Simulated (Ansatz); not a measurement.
TePb (rock salt, Fm-3m), a = b = c = 6.5345 Å, α = β = γ = 90.00°; the cell used has 2 atoms.

Relaxed with r²SCAN.

Task: Tabulate the valence density and the electron localisation function along the shortest Te–Pb contact (3.27 Å), r²SCAN in the plane-wave PAW code Ansatz.

Result: 

```
distance from Te (Å)  density (e/Å³)   ELF
--------------------  --------------  ----
0.33                           11.65  0.01
0.49                            6.69  0.10
0.65                            2.88  0.29
0.82                            1.10  0.46
0.98                            0.64  0.55
1.14                            0.44  0.64
1.31                            0.31  0.67
1.47                            0.23  0.56
1.63                            0.19  0.37
1.80                            0.19  0.27
1.96                            0.25  0.27
2.12                            0.39  0.34
2.29                            0.72  0.41
2.45                            1.43  0.42
2.61                            2.75  0.29
2.78                            4.67  0.11
2.94                            7.05  0.02
```

The density is the valence pseudo-density with augmentation charge, so density and ELF within about 1 Å of a nucleus are not all-electron values.

Symmetry was held in the r²SCAN relaxation. Spin–orbit coupling is left out wherever it is not named.

Potentials: the later of the program's two PAW sets.
